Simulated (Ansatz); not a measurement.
## Band structure of NbZn$_{3}$

```xyz
4
Lattice="3.9340 0.0000 0.0000 0.0000 3.9340 0.0000 0.0000 0.0000 3.9340" Properties=species:S:1:pos:R:3 pbc="T T T"
Nb    0.0000    0.0000    0.0000
Zn    0.0000    1.9670    1.9670
Zn    1.9670    0.0000    1.9670
Zn    1.9670    1.9670    0.0000
```

Atom numbers follow the list: Nb1, Zn2, Zn3, Zn4.

The cell comes from COD entry 2310977, which wasn't checked; take it as a given geometry.

Spin polarisation is left out, and whether a magnetic state lies lower isn't shown here.

All numbers below come from DFT, PBEsol, all-electron LAPW, scalar-relativistic in Ansatz 0.2.0.

The runs use a Γ-centred 10×10×10 k mesh, Fermi–Dirac smearing of 0.05 eV, basis error target 1 meV/atom, no spin polarisation.

Points in fractions of the reciprocal vectors of this cell: Γ (0, 0, 0), X (0, 0.5, 0), M (0.5, 0.5, 0), R (0.5, 0.5, 0.5). The path runs Γ–X–M–Γ–R–X–R–M. Energies are in eV from the Fermi level; (×n) counts levels within 4 meV of each other, which need not be degenerate by symmetry.

(1) List the levels at Γ between -5 and 5 eV.

(2) List the levels at R between -5 and 5 eV.

(3) List the levels at X between -5 and 5 eV.

(4) What is the band gap?

Results:

(1) -1.35 (×2), 0.44 (×3), 1.51 (×3).

(2) -2.86 (×3), -2.44, -1.00 (×3), 2.08 (×2), 4.49.

(3) -1.07, -1.02 (×2), 1.49, 1.65, 3.21, 4.45 (×2).

(4) none: with an odd electron count and no spin polarisation the bands can't all be full, a metal in this set-up (in compounds, spin order or a distortion in a larger cell can open a gap).
